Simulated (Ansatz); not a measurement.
Here is the system:

NbCo$_{2}$ (cubic Laves (MgCu2 type), Fd-3m), a = b = c = 6.6455 Å, α = β = γ = 90.00°; the cell used has 6 atoms.

This is the PBEsol-relaxed structure.

Task: All from the program Ansatz at the PBEsol level (PAW), unless another level is named. Predict the Hill bulk and shear moduli.

Result: 260 and 129 GPa.

Task: What about the elastic constants (relaxed ions, GPa)?

Result: C11 = 400, C12 = 191, C44 = 148.

Task: And the highest zone-centre frequency?

Result: 368 cm^-1.

The workflow started from a Materials Project entry (that database holds measured and hypothetical structures alike); the Crystallography Open Database files this formula in space group No. 227, but the cells were not matched. Its standing as an ambient phase is unchecked. Symmetry was held in the PBEsol relaxation. At this level the phase is dynamically unstable (imaginary phonons). The workflow began spin-polarised and lost its moments. As this level gives no gap, shear constants depend on the k-mesh and smearing (Fermi–Dirac, 0.1 eV here). As this level gives no gap, phonon frequencies hold no LO–TO term and depend on the k-mesh and smearing (Fermi–Dirac, 0.1 eV here). On the denser mesh and wider smearing of the elastic run this cell carries a stress of 0.4 GPa.

Potentials: the later of the program's two PAW sets.
